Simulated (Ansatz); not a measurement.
Data:

ZnS:
```yaml
crystal:
  lattice:
    - [0.00000, 2.69451, 2.69451]
    - [2.69451, 0.00000, 2.69451]
    - [2.69451, 2.69451, 0.00000]
  atoms:
    - { symbol: S, position: [0.75000, 0.75000, 0.75000] }
    - { symbol: Zn, position: [0.00000, 0.00000, 0.00000] }
```

This is the r²SCAN-relaxed structure.

Q: All from plane-wave PAW r²SCAN (Ansatz code), unless another level is named. Predict the HSE06 gap on the r²SCAN cell.

A: 3.37 eV.

Q: What about the hole effective mass, band 3 of 3 at the edge?

A: 0.21 along [100], 0.17 along [110], 0.16 along [111] (mₑ).

Q: Give the hole effective mass, band 1 of 3 at the edge.

A: 0.68 along [100], 3.4 along [110], 1.5 along [111] (mₑ).

Space group F-43m (zinc blende). The r²SCAN relaxation kept the symmetry of its start.

Potentials: the later of the program's two PAW sets.
